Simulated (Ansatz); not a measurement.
**Two Ansatz runs on Zr**

The cell comes from COD entry 9008523, which wasn't checked; take it as a given geometry.

First run: DFT, PBE, all-electron LAPW, scalar-relativistic (Ansatz 0.2.0).

Command: `ansatz run input.yaml --threads 1 --pin off --max-ram 2048MiB --backend cpu --events-out ev --progress --plain --runs-dir out` The run took 73 s on 1 thread of Arm Neoverse N1 (shared host).

```yaml
crystal:
  lattice:
    - [3.232, 0.0, 0.0]
    - [-1.616, 2.798994105, 0.0]
    - [0.0, 0.0, 5.147]
  atoms:
    - { symbol: Zr, position: [0.3333333333, 0.6666666667, 0.25] }
    - { symbol: Zr, position: [0.6666666667, 0.3333333333, 0.75] }
kpoints:
  mp_grid: { grid: [12, 12, 7] }
scf:
  occupations: { method: fermi_dirac, width: 0.05 }
hamiltonian:
  xc: pbe
  pseudopotentials: { kind: all_electron, lapw: { basis_error: 0.001 } }
output:
  forces: true
  stress: true
relax:
  f_tol: 0.005
  max_steps: 80
  cell: {}
```

Result: converged; relaxed volume 23.405 Å³/atom; 22 SCF iterations in all.

The input is then changed:

```diff
@@ -8,5 +8,5 @@
     - { symbol: Zr, position: [0.6666666667, 0.3333333333, 0.75] }
 kpoints:
-  mp_grid: { grid: [12, 12, 7] }
+  mp_grid: { grid: [12, 12, 7], shift: [0.5, 0.5, 0.5] }
 scf:
   occupations: { method: fermi_dirac, width: 0.05 }
```

(1) Predict the outcome of the changed run.

## Answers

(1) It converged; energy at zero smearing -2.3 meV/atom from the first run; relaxed volume 23.395 Å³/atom; 21 SCF iterations in all.
